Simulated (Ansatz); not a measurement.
Given:

MgB2:
```yaml
crystal:
  lattice:
    - [3.06013, 0.00000, 0.00000]
    - [-1.53007, 2.65015, 0.00000]
    - [0.00000, 0.00000, 3.50942]
  atoms:
    - { symbol: Mg, position: [0.00000, 0.00000, 0.00000] }
    - { symbol: B, position: [0.33333, 0.66667, 0.50000] }
    - { symbol: B, position: [0.66667, 0.33333, 0.50000] }
```

This is the PBEsol-relaxed structure.

Task: All from PBEsol (plane waves, PAW; program Ansatz), unless another level is named. Give the electronic character.

Result: metallic (no gap).

Task: What about the density of states at the Fermi level?

Result: 0.23 states/eV per atom (mean over ±0.08 eV).

Task: Next, the formation energy from the elements (no fitted shifts)?

Result: -0.13 eV/atom.

Space group P6/mmm. Symmetry was held in the PBEsol relaxation; of distortions, only those at the zone centre were tested. The references are the lowest solids computed at this level, not always the standard phases.

Potentials: the later of the program's two PAW sets.
